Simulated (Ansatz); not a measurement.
Input:

LaSi2Os2:
```
LaSi2Os2
1.0
   -2.11658     2.11658     5.01000
    2.11658    -2.11658     5.01000
    2.11658     2.11658    -5.01000
Os Si La
2 2 1
Direct
  0.75000   0.25000   0.50000
  0.25000   0.75000   0.50000
  0.36124   0.36124   0.00000
  0.63876   0.63876   0.00000
  0.00000   0.00000   0.00000
```

This is the r²SCAN-relaxed structure.

Problem. All from r²SCAN in the plane-wave PAW code Ansatz, unless another level is named. Predict the electronic character.

Solution. metallic (no gap).

Problem. And the density of states at the Fermi level?

Solution. 0.41 states/eV per atom (mean over ±0.08 eV).

Problem. Predict the formation energy from the elements (no fitted shifts).

Solution. -0.76 eV/atom.

Space group I4/mmm. The workflow started from an entry of the Crystallography Open Database (COD). Whether it is the stable phase at ambient conditions was not checked. Symmetry was held in the r²SCAN relaxation; its stability against distortions is not shown here. The run is not spin-polarised. The references are the lowest solids computed at this level, not always the standard phases. Spin–orbit coupling is left out wherever it is not named.

Potentials: the later of the program's two PAW sets.
